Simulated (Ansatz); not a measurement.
# BaYb2NbRh3: rattling a relaxed structure

The structure comes from a generated guess, relaxed at this level; another structure or a mixture of phases may lie lower.

Level of theory: Ansatz, DFT PBE, scalar-relativistic, plane waves, PAW. Cutoff 420 eV; k points 8×8×4 on the computed 7-atom cell (Γ-centred); Gaussian smearing, width 0.10 eV; no spin polarisation.

The cell below (7 atoms, space group P4mm (No. 99)) is relaxed within its symmetry.

```yaml
crystal:
  lattice:
    - [4.23539, 0.00000, 0.00000]
    - [0.00000, 4.23539, 0.00000]
    - [0.00000, 0.00000, 9.96224]
  atoms:
    - { symbol: Ba, position: [0.00000, 0.00000, 0.00972] }
    - { symbol: Yb, position: [0.50000, 0.00000, 0.38733] }
    - { symbol: Yb, position: [0.00000, 0.50000, 0.38733] }
    - { symbol: Nb, position: [0.00000, 0.00000, 0.62854] }
    - { symbol: Rh, position: [0.50000, 0.50000, 0.59195] }
    - { symbol: Rh, position: [0.50000, 0.00000, 0.77314] }
    - { symbol: Rh, position: [0.00000, 0.50000, 0.77314] }
```

For the test it was strained at random (σ = 1.5 % a component), the atoms were moved at random (σ = 0.10 Å), and all was relaxed again on a coarse 6×6×2 mesh (in the run’s order of axes) with 0.20 eV smearing, with no symmetry imposed.

The cell is a metal run without spin; a magnetic state may lie lower. The 4f shell of Yb is treated without a Hubbard U.

Question: Does it come back?

Answer: It returns, within 1 meV/atom of the unmoved cell on that mesh and with the same symmetry when read at 0.1 Å. No instability shows in this cell; modes of other wave vectors, which need another repeat, aren't tested.
